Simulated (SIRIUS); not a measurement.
**Parameter sweep on MgZn₃O₄ (Cm, 8 atoms in the cell; from Materials Project mp-1221958)**

```xyz
8
Lattice="5.8978 -1.6272 0.0000 5.8978 1.6272 0.0000 -2.6712 0.0000 4.9396" Properties=species:S:1:pos:R:3 pbc="T T T"
Mg     0.5068     0.0000     4.5444
Zn     7.7434     0.0000     2.0534
Zn     3.6720     0.0000     4.1008
Zn    10.8982     0.0000     1.6552
O     -1.2228     0.0000     3.6004
O      5.9866     0.0000     1.1119
O      9.1652     0.0000     0.6915
O      1.9205     0.0000     3.1756
```

Base run A: LDA (PW92), PseudoDojo 0.4 standard norm-conserving LDA (tails mended) pseudopotentials (SIRIUS 7.12.0), self-consistent single point.

Its settings: parameters.ngridk = 4 4 2; parameters.xc_functionals = [XC_LDA_X, XC_LDA_C_PW]; parameters.gk_cutoff = 9.165 1/bohr; parameters.pw_cutoff = 18.331 1/bohr; parameters.smearing = gaussian; parameters.smearing_width = 0.0001 Ha; potentials = PseudoDojo 0.4 standard norm-conserving LDA (tails mended) pseudopotentials; parameters.electronic_structure_method = pseudopotential; parameters.num_bands = 56; parameters.num_mag_dims = 0; parameters.num_dft_iter = 100; parameters.energy_tol = 1e-07 Ha; parameters.density_tol = 1e-06; mixer.type = broyden2; mixer.beta = 0.5; mixer.use_hartree = false.

The structure comes from a collection of computed structures, made at another level of theory; the collection holds predicted forms beside known ones.

ΔF is the free energy per atom less that of run A. 

A variant of run A gave: the free energy goes down by 3.0 meV/atom, the pressure goes from -6.32 to -3.61 GPa, the largest force goes from 0.237 to 0.389 eV/Å and the gap on the mesh moves little (1.330 to 1.338 eV).

Task: Name the change that produced these shifts.
(A) lattice vector a scaled by 1.01
(B) lattice vector a scaled by 0.98
(C) lattice vector a scaled by 0.99
(D) lattice vector a scaled by 1.02

Result: B, lattice vector a scaled by 0.98. That run gave: ΔF (meV/atom) -3.0; pressure (GPa) -3.61; largest force (eV/Å) 0.389; gap on the mesh (eV) 1.338; k-points 20.

The base and the other variants:

| change | ΔF (meV/atom) | pressure (GPa) | largest force (eV/Å) | gap on the mesh (eV) | k-points |
|---|---|---|---|---|---|
| base | 0.00 | -6.32 | 0.237 | 1.330 | 14 |
| lattice vector a scaled by 0.99 | -3.1 | -5.01 | 0.262 | 1.340 | 20 |
| lattice vector a scaled by 1.01 | 6.0 | -7.53 | 0.240 | 1.300 | 20 |
| lattice vector a scaled by 1.02 | 14.8 | -8.65 | 0.275 | 1.257 | 20 |

“Tails mended”: in these copies of the files the far tail of each local potential was reset to the Coulomb form.
